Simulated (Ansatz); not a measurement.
Here is the system:

ZnInGaO$_{4}$:
```cif
data_Ga3In3O12Zn3
_chemical_formula_sum 'Zn3 In3 Ga3 O12'
_space_group_name_H-M_alt 'R3m :H'
_space_group_IT_number 160
_space_group_name_Hall 'R 3 -2"'
_cell_length_a 3.27841
_cell_length_b 3.27841
_cell_length_c 25.48362
_cell_angle_alpha 90.000
_cell_angle_beta 90.000
_cell_angle_gamma 120.000
loop_
_atom_site_label
_atom_site_type_symbol
_atom_site_symmetry_multiplicity
_atom_site_Wyckoff_symbol
_atom_site_fract_x
_atom_site_fract_y
_atom_site_fract_z
_atom_site_occupancy
Zn1 Zn 3 a 0.00000 0.00000 0.21870 1
In1 In 3 a 0.00000 0.00000 0.00282 1
Ga1 Ga 3 a 0.00000 0.00000 0.78718 1
O1 O 3 a 0.00000 0.00000 0.29489 1
O2 O 3 a 0.00000 0.00000 0.71128 1
O3 O 3 a 0.00000 0.00000 0.12125 1
O4 O 3 a 0.00000 0.00000 0.86387 1
```
(The calculation used a cell of 7 atoms; values per cell refer to that cell.)

This is the LDA-relaxed structure.

### Question
All from DFT-LDA in the program Ansatz with PAW potentials, unless another level is named. Give the static dielectric constant ε0 (ions relaxed, cell fixed).

### Answer
9.76 (xx = yy), 13.5 (zz).

### Question
Predict the largest static χ(2) component.

### Answer
10 pm/V.

### Question
Next, the electronic dielectric constant ε∞ (DFPT)?

### Answer
4.50 (xx = yy), 4.47 (zz).

### Question
And the Born charges (a third of the trace)?

### Answer
Zn +2.16, In +3.19, Ga +3.03, O -2.12 to -2.06 e.

Symmetry was held in the LDA relaxation. Scalar-relativistic: spin–orbit coupling is off unless named, which matters more the heavier the elements.

Potentials: the later of the program's two PAW sets.
